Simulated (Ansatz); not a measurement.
This KGe₄O₇ structure is the end of a relaxation. The cell was found from a structure generator's guess, not taken from experiment.

Theory: DFT PBE, scalar-relativistic, plane waves, PAW in Ansatz 0.2.0. Cutoff 420 eV, Γ-centred mesh, Gaussian smearing, no spin polarisation.

```yaml
crystal:
  lattice:
    - [2.84451, -7.09614, 0.00000]
    - [2.84451, 7.09614, 0.00000]
    - [0.00000, 0.00000, 9.02249]
  atoms:
    - { symbol: K, position: [0.00000, 0.00000, 0.50000] }
    - { symbol: Ge, position: [0.50000, 0.50000, 0.79026] }
    - { symbol: Ge, position: [0.50000, 0.50000, 0.20974] }
    - { symbol: Ge, position: [0.32319, 0.67681, 0.50000] }
    - { symbol: Ge, position: [0.67681, 0.32319, 0.50000] }
    - { symbol: O, position: [0.50000, 0.50000, 0.00000] }
    - { symbol: O, position: [0.39612, 0.60388, 0.66108] }
    - { symbol: O, position: [0.60388, 0.39612, 0.66108] }
    - { symbol: O, position: [0.39612, 0.60388, 0.33892] }
    - { symbol: O, position: [0.60388, 0.39612, 0.33892] }
    - { symbol: O, position: [0.50000, 0.00000, 0.50000] }
    - { symbol: O, position: [0.00000, 0.50000, 0.50000] }
```

Formation energies are uncorrected and refer to the elements' standard structures at the same level (O₂ as a molecule).

Question: What space group does it have?

Answer: Cmmm (No. 65). Conventional cell: a = 5.689 Å, b = 14.192 Å, c = 9.022 Å. K has 8 O at 3.52 Å, 8 Ge at 3.79–3.87 Å and 4 O at 3.82 Å; Ge on a site of symmetry mm2 is surrounded by 3 O at 1.88–1.89 Å, 3 Ge at 3.63–3.78 Å and 2 K at 3.87 Å; Ge on a site of symmetry m2m is surrounded by 4 O at 1.76–1.78 Å, 4 Ge at 3.52–3.63 Å and 2 K at 3.79 Å; O on a site of symmetry mmm is surrounded by 2 Ge at 1.89 Å; 2 more sites not described.

Question: What is its formation energy per atom?

Answer: −1.19 eV/atom. Whether it is stable depends on the other phases of the system, which aren't compared here.

Question: Is it a metal?

Answer: Yes, bands cross the Fermi level on the 8×8×4 mesh.

Question: From what recipe could a structure generator have reached it?

Answer: One such recipe: 3-, 4-connected net, bridging atoms on its edges, guests in its cages (Cmmm, No. 65). Other recipes can lead to the same cell.

The last run used an 8×8×4 mesh (in the run's order of axes) for its 12-atom cell and Gaussian smearing of 0.10 eV. An odd number of electrons in the primitive cell allows no gap without spin; a larger cell or a magnetic state could open one. A structure relaxed within its symmetry needn't be a true minimum.
